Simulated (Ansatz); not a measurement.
Given:

MoSeS:
```yaml
crystal:
  lattice:
    - [3.18308, 0.00000, 0.00000]
    - [-1.59154, 2.75663, 0.00000]
    - [0.00000, 0.00000, 12.40817]
  atoms:
    - { symbol: Mo, position: [0.33333, 0.66667, 0.00000] }
    - { symbol: Mo, position: [0.66667, 0.33333, 0.50000] }
    - { symbol: Se, position: [0.33333, 0.66667, 0.63553] }
    - { symbol: Se, position: [0.33333, 0.66667, 0.36447] }
    - { symbol: S, position: [0.66667, 0.33333, 0.12362] }
    - { symbol: S, position: [0.66667, 0.33333, 0.87638] }
```

This is the LDA-relaxed structure.

All from plane-wave PAW LDA (Ansatz code), unless another level is named. Give the formation energy from the elements (no fitted shifts).

-83 kJ/mol-atom.

And the band gap?

0.69 eV (indirect).

Next, the smallest direct gap on the standard path?

0.96 eV.

And the valence-band maximum?

at Γ.

Predict the conduction-band minimum.

at K (2 equivalent valleys).

Space group P-6m2. The first step of the workflow began from a Materials Project structure, measured or hypothetical; the Crystallography Open Database copy checked does not list it. With Se and S taken as one species the cell has the higher symmetry P6_3/mmc, so it may be an ordered model of a mixed-site phase. Its standing as an ambient phase is unchecked. Symmetry was held in the LDA relaxation; its stability against distortions is not shown here. No spin polarisation was allowed. A crystal of weakly bound layers computed without a dispersion correction: the cell and the soft elastic constants depend strongly on that. The references are the lowest solids computed at this level, not always the standard phases. Spin–orbit coupling is left out wherever it is not named.

Potentials: the later of the program's two PAW sets.
